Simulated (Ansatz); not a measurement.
Input file for Ansatz (an electronic-structure program):

Ansatz 0.2 input:
```yaml
crystal:
  lattice:
    - [1.4940954865, 0.8626164313, 5.7177503912]
    - [-1.4940954865, 0.8626164313, 5.7177503912]
    - [0.0, -1.7252328626, 5.7177503912]
  atoms:
    - { symbol: Al, position: [0.1929838734, 0.1929838734, 0.1929838734] }
    - { symbol: Al, position: [0.6933491655, 0.6933491655, 0.6933491655] }
    - { symbol: O, position: [0.0281379499, 0.0281379499, 0.0281379499] }
    - { symbol: O, position: [0.5821116067, 0.5821116067, 0.5821116067] }
    - { symbol: O, position: [0.8064344045, 0.8064344045, 0.8064344045] }
kpoints:
  mp_grid: { grid: [11, 11, 11] }
hamiltonian:
  xc: lda
  pseudopotentials: { kind: paw }
scf:
  occupations: { method: fixed }
phonons:
  method: dfpt
  response_accuracy: low
  eigenvectors: true
  rigid_motions: translations
  dielectric: true
  raman: true
```

Output (shortened):

```
Pseudopotential: Al, paw, valence charge 3
Pseudopotential: O, paw, valence charge 6
Functional definition: SPW92
Crystal: 5 atoms, lattice volume = 44.215 Å³
Basis set: ecut = 420 eV, 817 PW (Γ), exchange–correlation on 80×80×80 points (8 copies of the dense FFT grid, shifted against one another)
Bands: 17, of which v1, the nominal top of the filled ones, is band 12 counted from 1 (11 counted from 0)
Symmetry: 6 space group operations
k-points: 366 of 1331 (irreducible under 2 space group operations, time reversal used)
SCF iter   1: F=—  HF=-2699.378396 eV  |F-HF|=—  |Δ(HF+E_count)|=         —  Δρ=1.53e-2  dr2=9.21e-2  ethr=1.77e-3  ⟨swp⟩=4.8  Hψ=30142  notcnv=0  defer=1093
preconditioner: auto → none
SCF iter   2: F=—  HF=-2699.354722 eV  |F-HF|=—  |Δ(HF+E_count)|=   2.37e-2  Δρ=7.52e-3  dr2=1.29e-2  ethr=3.84e-4  ⟨swp⟩=2.7  Hψ=13774  notcnv=0  defer=1095
SCF iter   3: F=—  HF=-2699.350395 eV  |F-HF|=—  |Δ(HF+E_count)|=   4.33e-3  Δρ=1.64e-3  dr2=5.04e-4  ethr=5.38e-5  ⟨swp⟩=2.1  Hψ=10102  notcnv=0  defer=1098
SCF iter   4: F=—  HF=-2699.350295 eV  |F-HF|=—  |Δ(HF+E_count)|=   9.98e-5  Δρ=9.78e-4  dr2=3.49e-4  ethr=2.10e-6  ⟨swp⟩=2.1  Hψ=10149  notcnv=0  defer=1098
SCF iter   5: F=—  HF=-2699.350200 eV  |F-HF|=—  |Δ(HF+E_count)|=   9.51e-5  Δρ=6.59e-5  dr2=9.53e-7  ethr=1.45e-6  ⟨swp⟩=2.6  Hψ=10016  notcnv=0  defer=1016
SCF iter   6: F=—  HF=-2699.350201 eV  |F-HF|=—  |Δ(HF+E_count)|=   3.04e-7  Δρ=3.37e-5  dr2=3.31e-7  ethr=3.97e-9  ⟨swp⟩=2.2  Hψ=9784  notcnv=0  defer=378
SCF iter   7: F=—  HF=-2699.350200 eV  |F-HF|=—  |Δ(HF+E_count)|=   4.70e-8  Δρ=1.31e-5  dr2=3.33e-8  ethr=1.38e-9  ⟨swp⟩=2.3  Hψ=9103  notcnv=0  defer=378
SCF iter   8: F=—  HF=-2699.350200 eV  |F-HF|=—  |Δ(HF+E_count)|=   5.40e-9  Δρ=1.96e-6  dr2=5.24e-10  ethr=1.39e-10  ⟨swp⟩=2.6  Hψ=9562  notcnv=0  defer=378
SCF iter   9: F=-2699.350200 eV  HF=-2699.350200 eV  |F-HF|=8.19e-12  |Δ(HF+E_count)|=  3.87e-11  Δρ=2.92e-7  dr2=2.52e-11  ethr=1.00e-12  ⟨swp⟩=10.6  Hψ=43322  notcnv=0
SCF 1 converged in 9 iterations: F = -2699.350200 eV  dr2 = 2.52e-11
NSCF: frozen V_eff on 10 k-points
DFPT response loops at Γ: preconditioner auto → none (the input reference at scf.mixing.eps_inf says where Resta's filter doesn't serve); β = 0.50 …
── the response to a field inside a basis, on 12×12×12 k-points: an SCF that follows is theirs, and a resumed run solves both again ──
Crystal: 5 atoms, lattice volume = 44.215 Å³
Bands: 13, of which v1, the nominal top of the filled ones, is band 12 counted from 1 (11 counted from 0)
k-points: 182 of 1728 (time reversal used)
SCF iter   1: F=—  HF=-2699.358713 eV  |F-HF|=—  |Δ(HF+E_count)|=         —  Δρ=1.00e-3  dr2=6.62e-5  ethr=1.00e-1
preconditioner: auto → none
SCF iter   2: F=—  HF=-2699.358694 eV  |F-HF|=—  |Δ(HF+E_count)|=   1.91e-5  Δρ=4.44e-4  dr2=1.94e-5  ethr=2.76e-7
SCF iter   3: F=—  HF=-2699.358692 eV  |F-HF|=—  |Δ(HF+E_count)|=   2.08e-6  Δρ=1.87e-4  dr2=4.09e-6  ethr=8.09e-8
SCF iter   4: F=—  HF=-2699.358691 eV  |F-HF|=—  |Δ(HF+E_count)|=   1.20e-6  Δρ=2.04e-5  dr2=1.09e-7  ethr=1.70e-8
SCF iter   5: F=—  HF=-2699.358691 eV  |F-HF|=—  |Δ(HF+E_count)|=   2.03e-8  Δρ=9.01e-6  dr2=1.63e-8  ethr=4.52e-10
SCF iter   6: F=—  HF=-2699.358691 eV  |F-HF|=—  |Δ(HF+E_count)|=   1.61e-9  Δρ=2.78e-6  dr2=1.45e-9  ethr=6.78e-11
SCF iter   7: F=-2699.358691 eV  HF=-2699.358691 eV  |F-HF|=1.77e-11  |Δ(HF+E_count)|=  1.37e-10  Δρ=4.60e-7  dr2=4.33e-11  ethr=6.03e-12
SCF 1 converged in 7 iterations: F = -2699.358691 eV  dr2 = 4.33e-11
DFPT response loops at Γ: mixed as the last ones told, above
DFPT response loops at Γ: mixed as the last ones told, above
DFPT response loops at Γ: mixed as the last ones told, above
SCF converged after 9 iterations
Free energy (F): -2699.350200 eV
Harris-Foulkes:  -2699.350200 eV  (|F-HF|=8.19e-12)
Internal energy: -2699.350200 eV  (E = F + TS)
E sigma→0 (E₀):  -2699.350200 eV
Fermi energy:    7.741945 eV
--- Per-component energies (eV) ---
  E_band       = 16.932557
  E_kinetic    = 587.968858
  E_local      = -1025.196249  (includes V_loc(G=0)·N_el)
  E_nonlocal   = 170.113189
  E_hartree    = 375.316876
  E_xc         = -301.587597
  E_vxc        = -345.372687  (∫ρ·V_xc dr)
  E_paw        = -1330.527309  (= ΣΔE_a)
  E_vpaw       = -121.222078  (= ΣTr[D̂ρ^β])
  E_aug_tail   = 0.007787  (compensation charges beyond the density's cutoff)
  E_ewald      = -1175.847954
  E_core_change = 0.402198  (= ΣΔE_core)
  E_smearing   =  0.000000  (= −TS)
  E_closure    = 0.000000  (closes the sum)
  Σ components = -2699.350200   (vs F -2699.350200, Δ=0.00e0)
  [band-id]    e_kinetic+e_local+e_nonlocal+2·e_hartree+e_vxc+e_vpaw+e_augmentation_tail = 16.932573   (vs E_band 16.932557, Δ=1.59e-5)
--- Band table (eV; the first three rows and the last of 366) ---
  k-point 0: bands = ["-11.9843", "-10.1460", "-8.9873", "2.6057", "3.1878", "3.8062", "3.8062", "5.7339", "5.7339", "6.6655", "6.6655", "7.7419", "12.1002", "15.3546", "15.5649", "20.0887", "20.0887"]
  k-point 1: bands = ["-11.8929", "-10.0974", "-8.9483", "2.3755", "3.1164", "3.7512", "3.8104", "5.5876", "5.6290", "6.3377", "6.6740", "7.6221", "12.5704", "15.6183", "15.7715", "19.7822", "20.3471"]
  k-point 2: bands = ["-11.6329", "-9.9604", "-8.8528", "1.8333", "2.8302", "3.6102", "3.7471", "5.0849", "5.3800", "5.9449", "6.6711", "7.3254", "13.5448", "15.8983", "16.4848", "19.2047", "19.8652"]
  k-point 365: bands = ["-11.6083", "-10.7916", "-8.4667", "1.6144", "3.4090", "3.7289", "5.0382", "5.3534", "5.7307", "6.1707", "6.5903", "6.8854", "13.6762", "14.5370", "15.6494", "19.7890", "20.2624"]
--- Phonons (Γ-DFPT): 10 representative perturbations + reference, on 366 of 1331 k-points (Σ response iterations 29) ---
  ASR residual: 7.451e-5 → 0.000e0 eV/Å²; symmetrization residual: 1.476e-5 eV/Å²
  ASR residual per site (eV/Å²): 4.33e-5 6.89e-5 5.36e-5 4.96e-5 7.45e-5
  Γ frequencies (cm⁻¹): 0.00 0.00 0.00 230.70 230.70 297.28 419.11 419.11 430.37 430.37 444.29 688.00 699.13 862.65 862.65
  ε∞ (high-frequency dielectric tensor):
        3.298666     0.000000     0.000000
        0.000000     3.298666     0.000000
        0.000000     0.000000     3.164404
  ε⁰ (static dielectric tensor: ions relaxed, cell fixed):
        9.617948     0.000000     0.000000
        0.000000     9.617948     0.000000
        0.000000     0.000000    17.670325
  ε⁰ − ε∞ (ionic part):
        6.319283     0.000000     0.000000
        0.000000     6.319283     0.000000
        0.000000     0.000000    14.505921
  softest optical mode at Γ: 230.70 cm⁻¹; the repairs (sum rule, projections) moved no ω² at Γ by more than (2.24 cm⁻¹)²
  Born effective charges Z* (e; rows j = field, columns β = displacement):
    site 0:
         3.12419    0.00000    0.00000
         0.00000    3.12419    0.00000
         0.00000    0.00000    2.60640
    site 1:
         2.65858    0.00000    0.00000
         0.00000    2.65858    0.00000
         0.00000    0.00000    3.20941
    site 2:
        -1.98835    0.00000    0.00000
         0.00000   -1.98835    0.00000
         0.00000    0.00000   -1.65700
    site 3:
        -1.90300    0.00000    0.00000
         0.00000   -1.90300    0.00000
         0.00000    0.00000   -2.07721
    site 4:
        -1.89142    0.00000    0.00000
         0.00000   -1.89142    0.00000
         0.00000    0.00000   -2.08161
  Z* charge neutrality: 5.288e-5 e pre-enforcement
  k-mesh period / interband length: 32.9 Å / 1.34 Å = 24.47 at k = (0.0000, 0.0000, 0.0000), direct gap 4.358 eV — 14 or more, which is no proof of convergence
  Raman tensors (in the event stream and the table raman_tensors.tsv) …
  optical modes at Γ without the LO–TO term, one row a degenerate level:
      ω (cm⁻¹)  modes    IR ((D/Å)²/amu)  static Raman (Å⁴/amu)  depolarisation
        230.70      2             0.9206                 0.1248           0.750
        297.28      1            25.0039                 0.0738           0.449
        419.11      2            22.6060                 0.4532           0.750
        430.37      2            16.2096                 0.7938           0.750
        444.29      1             1.7033                 0.0384           0.346
        688.00      1             4.2927                 0.0704           0.038
        699.13      1             0.0457                 1.6931           0.409
        862.65      2            21.2066                 2.8992           0.750
  optical modes at Γ + LO–TO along q̂ = [1.0000, 0.0000, 0.0000]:
      ω (cm⁻¹)  modes    IR ((D/Å)²/amu)  static Raman (Å⁴/amu)  depolarisation
        230.70      1             0.4603                 0.0624           0.750
        234.83      1             0.0370                 0.0632           0.750
        297.28      1            25.0039                 0.0738           0.449
        419.11      1            11.3030                 0.2266           0.750
        425.59      1             0.0054                 0.5774           0.750
        430.37      1             8.1048                 0.3969           0.750
        444.29      1             1.7033                 0.0384           0.346
        617.63      1             8.3186                 0.4312           0.750
        688.00      1             4.2927                 0.0704           0.038
        699.13      1             0.0457                 1.6931           0.409
        862.65      1            10.6033                 1.4496           0.750
        993.03      1            22.1103                 1.0290           0.750
  optical modes at Γ + LO–TO along q̂ = [0.0000, 1.0000, 0.0000]:
      ω (cm⁻¹)  modes    IR ((D/Å)²/amu)  static Raman (Å⁴/amu)  depolarisation
        230.70      1             0.4603                 0.0624           0.750
        234.83      1             0.0370                 0.0632           0.750
        297.28      1            25.0039                 0.0738           0.449
        419.11      1            11.3030                 0.2266           0.750
        425.59      1             0.0054                 0.5774           0.750
        430.37      1             8.1048                 0.3969           0.750
        444.29      1             1.7033                 0.0384           0.346
        617.63      1             8.3186                 0.4312           0.750
        688.00      1             4.2927                 0.0704           0.038
        699.13      1             0.0457                 1.6931           0.409
        862.65      1            10.6033                 1.4496           0.750
        993.03      1            22.1103                 1.0290           0.750
  optical modes at Γ + LO–TO along q̂ = [0.0000, 0.0000, 1.0000]:
      ω (cm⁻¹)  modes    IR ((D/Å)²/amu)  static Raman (Å⁴/amu)  depolarisation
        230.70      2             0.9206                 0.1248           0.750
        419.11      2            22.6060                 0.4532           0.750
        430.37      2            16.2096                 0.7938           0.750
        432.98      1             0.2165                 0.0487           0.590
        598.53      1             5.8480                 0.0307           0.001
        699.02      1             0.0024                 1.6529           0.426
        828.75      1            24.9788                 0.2408           0.003
        862.65      2            21.2066                 2.8992           0.750
```

Cost: roughly 30 core-minutes on shared cores.

Space group R3m. The first step of the workflow began from a Materials Project structure, measured or hypothetical; the Crystallography Open Database copy checked does not list it. It is not the phase usual at ambient conditions (space group No. 167). The LDA relaxation kept the symmetry of its start; of distortions, only those at the zone centre were tested.

Potentials: the later of the program's two PAW sets.

Ansatz is a plane-wave DFT program.
